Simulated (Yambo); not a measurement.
ZrNBr (space group Pmmn, No. 59): a test of whether the lowest BSE state is resolved, against the k mesh (Yambo, LDA bands; otherwise 12 valence and 10 conduction bands, static screening with 74 bands and a 3 Ry block, scissor 1.10 eV, Tamm-Dancoff).

| k mesh | direct gap (eV) | lowest state (eV) | difference (eV) | k points taking part | rough cost |
|---|---|---|---|---|---|
| 2×2×1 | 2.84 | 1.99 | 0.85 | 1.0 | about 1/20 |
| 4×4×1 | 2.84 | 2.31 | 0.53 | 1.0 | about 1/8 |
| 4×4×2 | 2.84 | 2.25 | 0.59 | 2.0 | about 1/2 |
| 6×6×2 | 2.84 | 2.42 | 0.42 | 2.1 | 1 |

The last step moves the difference by 0.17 eV. Even the densest mesh doesn't resolve the state: none of these energies is a result, and the difference is no binding energy.

These are vertical excitations (zero momentum). The scissor comes from a G0W0 run whose convergence isn't established; costs are rough.

Spin-orbit splittings are left out.

Geometry of the Materials Project entry, not relaxed at this level; primitive cell a = 3.6197 Å, b = 4.1193 Å, c = 9.0224 Å, α = 90.00°, β = 90.00°, γ = 90.00°.

The distance between layers or molecules is the database entry's, not relaxed here. Functionals without dispersion can leave it too large, which widens gaps and weakens the response across layers: the numbers belong to this cell.
